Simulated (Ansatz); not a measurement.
TaS2 (CdI2 type)

```
CELL_PARAMETERS angstrom
      3.32937     0.00000     0.00000
     -1.66469     2.88332     0.00000
      0.00000     0.00000     5.78619
ATOMIC_POSITIONS crystal
  Ta 0.00000 0.00000 0.00000
  S  0.33333 0.66667 0.26690
  S  0.66667 0.33333 0.73310
```

The slice is a (-1 1 0 2) plane (indices of the conventional cell) through the point (0.667, 0.333, 0.733) (fractional), spanned by u = [110] and v = [1 -1 1] in vectors of this cell: u (3.33 Å) and v (8.17 Å, at 90° to u). It covers one period; positions are fractions (u, v).

These are PBE-D3(BJ) (plane waves to 420 eV, PAW, scalar-relativistic; Ansatz, an electronic-structure program) values and carry that method's errors. k mesh 16×16×8. Near the nuclei the fields are pseudised (PAW); where an atom keeps semicore shells as valence, they peak there. Spin-orbit coupling is left out, though Ta is heavy. TaS2 is run without spin polarisation. TaS2 was relaxed with its symmetry unable to fall. The PAW data are Ansatz's earlier set.

Predict the map of the electron localisation function (ELF) on the slice.


```
|xx88995511559988|
|9999882200228899|
|6655220000002255|
|0000000000000000|
|5544110000001144|
|9999661100116699|
|9999882200228899|
|7799883300338899|
|9999772200227799|
|9988551100115588|
|3333221111112233|
|5533112233221133|
|xx88332244223388|
|xxxx4411331144xx|
|xx88221122112288|
|5533111122111133|
|4444332211223344|
|9988773311337788|
|xx77885511558877|
|xxxx9966116699xx|
```
Scale: ten equal steps from 0.01 (start of '0') to 0.91 (end of '9'), in the order '0123456789'. Values: electron localisation function (ELF). The map has 8 points along u (two characters each, u = 0 at the left) and 20 along v (v = 0 in the bottom row). Points within 0.5 Å of a nucleus are blanked (x), as the pseudised field means little there.
